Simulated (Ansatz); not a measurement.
Re (fcc (Cu type), Fm-3m) at seven volumes, DFT-r²SCAN in the program Ansatz with PAW potentials, scaled uniformly. One row is withheld.

```tsv
V (Å³/atom)	P (GPa)
13.427	44.70
13.870	27.38
14.312	12.59
14.755	0.00
15.197	-10.72
15.640	?
16.083	-27.58
```

Task: Fit the shown pressures and predict the withheld one.

Result: Third-order Birch–Murnaghan: P = (3/2)B₀(x^(7/2) − x^(5/2))[1 + (3/4)(B′ − 4)(x − 1)] with x = (V₀/V)^(2/3). Least squares on the six rows gives V₀ = 14.755 Å³/atom, B₀ = 386.1 GPa, B′ = 4.34. At V = 15.640, x = 0.9619 and P = -19.82 GPa. The run itself gave -19.84 GPa.

The cell is a constructed one: a structure type filled with these elements; the Crystallography Open Database files this formula in space group No. 225, but the cells were not matched. It is not the phase usual at ambient conditions (space group No. 194). The cell was relaxed with r²SCAN under the symmetry of its start; whether a distortion lowers the energy is not shown. No spin polarisation was allowed. Scalar-relativistic: spin–orbit coupling is off unless named, which matters more the heavier the elements.

Potentials: the later of the program's two PAW sets.
